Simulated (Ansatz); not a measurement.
NaH (rock salt)

```
CELL_PARAMETERS angstrom
      0.00000     2.39734     2.39734
      2.39734     0.00000     2.39734
      2.39734     2.39734     0.00000
ATOMIC_POSITIONS crystal
  Na 0.00000 0.00000 0.00000
  H  0.50000 0.50000 0.50000
```

The slice is a {100} plane (indices of the conventional cell) through the point (0.000, 0.000, 0.000) (fractional), spanned by u = [100] and v = [0 1 -1] in vectors of this cell: u (3.39 Å) and v (3.39 Å, at 90° to u). It covers one period; positions are fractions (u, v).

These are r2SCAN (plane waves to 500 eV, PAW, scalar-relativistic; Ansatz, an electronic-structure program) values and carry that method's errors. k mesh 12×12×12. Near the nuclei the fields are pseudised (PAW); where an atom keeps semicore shells as valence, they peak there. NaH was relaxed with its symmetry unable to fall.

Three fields on this plane, each scaled to ten steps between its own extremes (0 low, 9 high; the total valence density on a logarithmic scale, the potential cut 8 eV below its top; x marks points blanked near nuclei; v = 0 in the bottom row):

Map A
```
|xxxxxx721111127xxxxx|
|xxxxxx633333336xxxxx|
|xxxxxx655666556xxxxx|
|xxxxx87789998778xxxx|
|xxxx879xxxxxxx978xxx|
|876679xxxxxxxxx97667|
|22357xxxxxxxxxxx7532|
|01358xxxxxxxxxxx8531|
|00369xxxxxxxxxxx9630|
|01369xxxxxxxxxxx9631|
|00369xxxxxxxxxxx9630|
|01358xxxxxxxxxxx8531|
|22357xxxxxxxxxxx7532|
|876679xxxxxxxxx97667|
|xxxx879xxxxxxx978xxx|
|xxxxx87789998778xxxx|
|xxxxxx655666556xxxxx|
|xxxxxx633333336xxxxx|
|xxxxxx721111127xxxxx|
|xxxxxx820000028xxxxx|
```

Map B
```
|xxxxxx000000000xxxxx|
|xxxxxx000121000xxxxx|
|xxxxxx003676300xxxxx|
|xxxxx00379997300xxxx|
|xxxx003xxxxxxx300xxx|
|000003xxxxxxxxx30000|
|00003xxxxxxxxxxx3000|
|00037xxxxxxxxxxx7300|
|00169xxxxxxxxxxx9610|
|00279xxxxxxxxxxx9720|
|00169xxxxxxxxxxx9610|
|00037xxxxxxxxxxx7300|
|00003xxxxxxxxxxx3000|
|000003xxxxxxxxx30000|
|xxxx003xxxxxxx300xxx|
|xxxxx00379997300xxxx|
|xxxxxx003676300xxxxx|
|xxxxxx000121000xxxxx|
|xxxxxx000000000xxxxx|
|xxxxxx000000000xxxxx|
```

Map C
```
|xxxxxx046777640xxxxx|
|xxxxxx146787641xxxxx|
|xxxxxx367898763xxxxx|
|xxxxx25789998752xxxx|
|xxxx257xxxxxxx752xxx|
|001357xxxxxxxxx75310|
|34467xxxxxxxxxxx7644|
|66678xxxxxxxxxxx8766|
|77889xxxxxxxxxxx9887|
|77889xxxxxxxxxxx9887|
|77889xxxxxxxxxxx9887|
|66678xxxxxxxxxxx8766|
|34467xxxxxxxxxxx7644|
|001357xxxxxxxxx75310|
|xxxx257xxxxxxx752xxx|
|xxxxx25789998752xxxx|
|xxxxxx367898763xxxxx|
|xxxxxx146787641xxxxx|
|xxxxxx046777640xxxxx|
|xxxxxx035777530xxxxx|
```

Problem. Assign the maps to these fields: electron localisation function (ELF); valence electron density; electrostatic potential energy of an electron, from the cell's mean.

Solution. A is the valence electron density; B is the electron localisation function (ELF); C is the electrostatic potential energy of an electron, from the cell's mean.
